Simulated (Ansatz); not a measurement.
LaBi (rock salt, Fm-3m) at seven volumes, DFT-r²SCAN in the program Ansatz with PAW potentials, scaled uniformly. One row is withheld.

```csv
V (Å³/atom),P (GPa)
33.632,5.81
34.741,3.57
35.850,1.65
36.959,0.00
38.067,-1.41
39.176,-2.62
40.285,?
```

### Question
Fit the shown pressures and predict the withheld one.

### Answer
Third-order Birch–Murnaghan: P = (3/2)B₀(x^(7/2) − x^(5/2))[1 + (3/4)(B′ − 4)(x − 1)] with x = (V₀/V)^(2/3). Least squares on the six rows gives V₀ = 36.961 Å³/atom, B₀ = 50.74 GPa, B′ = 4.09. At V = 40.285, x = 0.9442 and P = -3.66 GPa. The run itself gave -3.65 GPa.

The workflow started from an entry of the Crystallography Open Database (COD). Its standing as an ambient phase is unchecked. Symmetry was held in the r²SCAN relaxation; its stability against distortions is not shown here. Spin–orbit coupling is left out wherever it is not named.

Potentials: the later of the program's two PAW sets.
